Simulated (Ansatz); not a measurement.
The start is a generated cell, Mg placed in the diamond structure type. Cell shape, volume and atoms are optimised at zero target pressure with r2SCAN (plane waves to 500 eV, PAW, scalar-relativistic; Ansatz, a program for electronic structure). The first steps use a coarse 9×9×9 k-mesh.

The start:
```
CELL_PARAMETERS angstrom
      0.00000     3.14345     3.14345
      3.14345     0.00000     3.14345
      3.14345     3.14345     0.00000
ATOMIC_POSITIONS crystal
  Mg 0.25000 0.25000 0.25000
  Mg 0.00000 0.00000 0.00000
```

### Question
How large is the pressure on the unrelaxed cell, and of which sign?

### Answer
+5.0 GPa (positive: the cell is compressed).

### Question
By how much does the energy per atom fall from start to end?

### Answer
0.12 eV/atom.

### Question
How does the volume change?

### Answer
+30.1 %, from 31.06 to 40.41 Å³/atom.

### Question
How do the shortest distances between atoms change?

### Answer
The closest pairs of elements (up to four, under 3.6 Å), start → end: Mg–Mg 2.72 → 2.97 Å.

### Question
What does it relax into? Give the structure.

### Answer

```cif
data_Mg8
_chemical_formula_sum 'Mg8'
_space_group_name_H-M_alt 'Fd-3m :1'
_space_group_IT_number 227
_space_group_name_Hall 'F 4d 2 3 -1d'
_cell_length_a 6.86302
_cell_length_b 6.86302
_cell_length_c 6.86302
_cell_angle_alpha 90.000
_cell_angle_beta 90.000
_cell_angle_gamma 90.000
loop_
_atom_site_label
_atom_site_type_symbol
_atom_site_symmetry_multiplicity
_atom_site_Wyckoff_symbol
_atom_site_fract_x
_atom_site_fract_y
_atom_site_fract_z
_atom_site_occupancy
Mg1 Mg 8 a 0.00000 0.00000 0.00000 1
```
(The calculation used a cell of 2 atoms; values per cell refer to that cell.)

The space group stays Fd-3m (No. 227) (the run could not lower it); the end is diamond type, with 2 atoms in the primitive cell. Final values are on a 12×12×12 k-mesh of the relaxed cell. No spin polarisation in the result.

The run could not lose the symmetry of its start, so the end can be a saddle point.

All atoms sit on sites fixed by symmetry, so only the cell could relax.

The relaxed structure here is a generated cell of Mg: the first start was made by placing the elements on the sites of a structure type, and the end was not matched to a known phase here, so it may be hypothetical. Known forms of Mg include space group No. 194.
